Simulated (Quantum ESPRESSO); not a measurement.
Simulation results for Ca2MgZnO4 (made-up cell)

Computed with Quantum ESPRESSO 7.5. Calculation on a made-up crystal cell, not a measurement: periodic Kohn-Sham density functional theory in plane waves with PseudoDojo standard norm-conserving scalar-relativistic pseudopotentials, each functional with its own files (v0.5 for PBE, v0.4.1 for LDA and PBEsol), no spin polarisation, no spin-orbit coupling, atoms not relaxed, stress positive in tension, energies less a fixed whole-eV offset for each atom's element; levels are Kohn-Sham levels at fractions of this cell's reciprocal vectors, counted from the reference band (half the neutral cell's valence electrons, rounded up) at Gamma; error bars cover cutoff and k-mesh only, not smearing or the files; each bar is the largest change over components, and at least 0.002 eV, 0.002 eV per angstrom or 0.02 GPa; added strain carries the atoms with the cell, and shear is the tensor component; energies are for the whole cell, and the offsets were chosen from early runs and are not element reference energies.

Settings shared by all entries: lattice type rocksalt; functional pbe; cutoff 1143 eV; fermi dirac smearing 0.025 eV; scf tolerance 1e-07 eV; electrons removed 0; added strain kind biaxial xx and yy; k mesh 4 x 4 x 4, shifted by half a step.

(1) 
```cif
# cell vector a (Å): 4.5448 0.0605 0.0079
# cell vector b (Å): 0.0605 4.5369 -0.0336
# cell vector c (Å): 0.0079 -0.0336 4.4662
data_Ca2MgZnO4
_symmetry_space_group_name_H-M 'P 1'
_symmetry_Int_Tables_number 1
_cell_length_a 4.5452
_cell_length_b 4.5374
_cell_length_c 4.4663
_cell_angle_alpha 90.854
_cell_angle_beta 89.805
_cell_angle_gamma 88.474
_cell_volume 92.07
loop_
_atom_site_label
_atom_site_type_symbol
_atom_site_fract_x
_atom_site_fract_y
_atom_site_fract_z
_atom_site_occupancy
Zn1 Zn 0.96661 0.97792 0.99752 1
Ca1 Ca 0.97134 0.48768 0.52454 1
Ca2 Ca 0.47189 0.98185 0.52722 1
Mg1 Mg 0.53573 0.52847 0.99445 1
O1 O 0.52562 0.02687 0.00603 1
O2 O 0.49228 0.51535 0.50457 1
O3 O 0.99043 0.02030 0.51251 1
O4 O 0.02702 0.48802 0.98558 1
_calc_added_strain -0.0039
_calc_structure_shown 'before the added strain of -0.0039'
_calc_stress_yy ?
```

Atoms:
```tsv
atoms element	atom site	atom energy offset (eV)
Zn	1	-5687
Ca	2	-1055
Ca	3	-1055
Mg	4	-1617
O	5	-452
O	6	-452
O	7	-452
O	8	-452
```

(2) 
```cif
# cell vector a (Å): 4.5448 0.0605 0.0079
# cell vector b (Å): 0.0605 4.5369 -0.0336
# cell vector c (Å): 0.0079 -0.0336 4.4662
data_Ca2MgZnO4
_symmetry_space_group_name_H-M 'P 1'
_symmetry_Int_Tables_number 1
_cell_length_a 4.5452
_cell_length_b 4.5374
_cell_length_c 4.4663
_cell_angle_alpha 90.854
_cell_angle_beta 89.805
_cell_angle_gamma 88.474
_cell_volume 92.07
loop_
_atom_site_label
_atom_site_type_symbol
_atom_site_fract_x
_atom_site_fract_y
_atom_site_fract_z
_atom_site_occupancy
Zn1 Zn 0.96661 0.97792 0.99752 1
Ca1 Ca 0.97134 0.48768 0.52454 1
Ca2 Ca 0.47189 0.98185 0.52722 1
Mg1 Mg 0.53573 0.52847 0.99445 1
O1 O 0.52562 0.02687 0.00603 1
O2 O 0.49228 0.51535 0.50457 1
O3 O 0.99043 0.02030 0.51251 1
O4 O 0.02702 0.48802 0.98558 1
_calc_added_strain 0.003
_calc_structure_shown 'before the added strain of 0.003'
_calc_pressure ?
_calc_stress_zz ?
```

Atoms:
```tsv
atoms element	atom site	atom energy offset (eV)
Zn	1	-5687
Ca	2	-1055
Ca	3	-1055
Mg	4	-1617
O	5	-452
O	6	-452
O	7	-452
O	8	-452
```

**Q.** Estimate the stress yy of Ca2MgZnO4 (made-up cell) (entry 1).
**A.** -11.78 GPa

**Q.** Give the table of forces values for Ca2MgZnO4 (made-up cell) (entry 1).
**A.** 
Forces:
```tsv
site	x (eV/Å)	y (eV/Å)	z (eV/Å)
1	0.582	0.491	0.3436
2	1.464	0.8185	-2.276
3	0.2878	1.948	-1.381
4	-1.209	-0.9946	0.6895
5	-0.01584	-0.6075	0.7304
6	-0.1247	-0.8369	0.07217
7	-0.5027	-1.663	-0.09927
8	-0.4818	0.8443	1.921
```

**Q.** Ca2MgZnO4 (made-up cell) (entry 2): pressure?
**A.** 10 GPa

**Q.** Estimate the stress zz of Ca2MgZnO4 (made-up cell) (entry 2).
**A.** -11.5 GPa

**Q.** Give the table of forces values for Ca2MgZnO4 (made-up cell) (entry 2).
**A.** 
Forces:
```tsv
site	x (eV/Å)	y (eV/Å)	z (eV/Å)
1	0.4743	0.476	0.3285
2	1.407	0.7345	-2.261
3	0.2469	1.854	-1.374
4	-1.185	-0.9764	0.6738
5	0.08035	-0.6124	0.723
6	-0.06582	-0.7452	0.08756
7	-0.4574	-1.583	-0.08406
8	-0.5011	0.8519	1.907
```

Further results for Ca2MgZnO4 (made-up cell) (entry 1):

| Quantity | Value |
| --- | --- |
| free energy less offsets | 1.467 eV |
| scf iterations | 12 |
| smearing term minus ts | 0 eV |
| pressure | 12.21 GPa |
| stress xx | -12.05 GPa |
| stress zz | -12.8 GPa |
| stress yz | -1.342 GPa |
| stress xz | -0.2726 GPa |
| stress xy | 2.459 GPa |
| error bar energy | 0.002 eV |
| error bar stress | 0.03539 GPa |
| error bar force | 0.003803 eV/Å |
| error bars from | tighter rerun of a related cell |

Further results for Ca2MgZnO4 (made-up cell) (entry 2):

| Property | Result |
| --- | --- |
| free energy less offsets | 1.383 eV |
| scf iterations | 12 |
| smearing term minus ts | 0 eV |
| stress xx | -9.382 GPa |
| stress yy | -9.124 GPa |
| stress yz | -1.314 GPa |
| stress xz | -0.2602 GPa |
| stress xy | 2.347 GPa |
| error bar energy | 0.002 eV |
| error bar stress | 0.03539 GPa |
| error bar force | 0.003803 eV/Å |
| error bars from | tighter rerun of this cell |
